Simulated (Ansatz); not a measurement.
## Relaxing a structure of Y

The start is a relaxed Y cell, doubled along one cell vector, shaken by Gaussian noise of σ = 0.08 Å a coordinate. The cell and all atomic positions are relaxed at zero pressure with r2SCAN (plane waves to 500 eV, PAW, scalar-relativistic; Ansatz, a quantum-chemistry and plane-wave program). The first steps use a coarse 11×11×6 k-mesh.

The start:
```
Y
1.0
    0.00000     2.88853     6.23279
    1.87934     0.00000     6.23279
    3.75867     5.77707     0.00000
Y
4
Direct
  0.88839   0.83823   0.06214
  0.85331   0.89572   0.57169
  0.14221   0.16652   0.41896
  0.14019   0.15818   0.91398
```

Question: Which atoms feel the largest initial force, and how large is it?

Answer: 0.54 eV/Å, on Y1 (atoms numbered as listed).

Question: How much energy is released per atom?

Answer: 0.16 eV/atom.

Question: How does the volume per atom move from start to end?

Answer: -1.9 %, from 33.83 to 33.19 Å³/atom.

Question: Does it find its way back to the structure it was made from?

Answer: It does not go back: it reaches Fm-3m (No. 225), fcc (Cu type), 0.14 eV/atom below the parent.

Question: Is the relaxed structure metallic? Give its gap.

Answer: No gap (metallic).

Question: Write out the relaxed structure.

Answer: 
```cif
data_Y4
_chemical_formula_sum 'Y4'
_space_group_name_H-M_alt 'Fm-3m'
_space_group_IT_number 225
_space_group_name_Hall '-F 4 2 3'
_cell_length_a 5.10138
_cell_length_b 5.10138
_cell_length_c 5.10138
_cell_angle_alpha 90.000
_cell_angle_beta 90.000
_cell_angle_gamma 90.000
loop_
_atom_site_label
_atom_site_type_symbol
_atom_site_symmetry_multiplicity
_atom_site_Wyckoff_symbol
_atom_site_fract_x
_atom_site_fract_y
_atom_site_fract_z
_atom_site_occupancy
Y1 Y 4 b 0.50000 0.50000 0.50000 1
```
(The calculation used a cell of 1 atom; values per cell refer to that cell.)

Final values are on a 18×18×18 k-mesh of the relaxed cell. No spin polarisation in the result.

The relaxed structure here is a generated cell of Y: the first start was made by placing the elements on the sites of a structure type, and the end was not matched to a known phase here, so it may be hypothetical. Known forms of Y include space group No. 194.
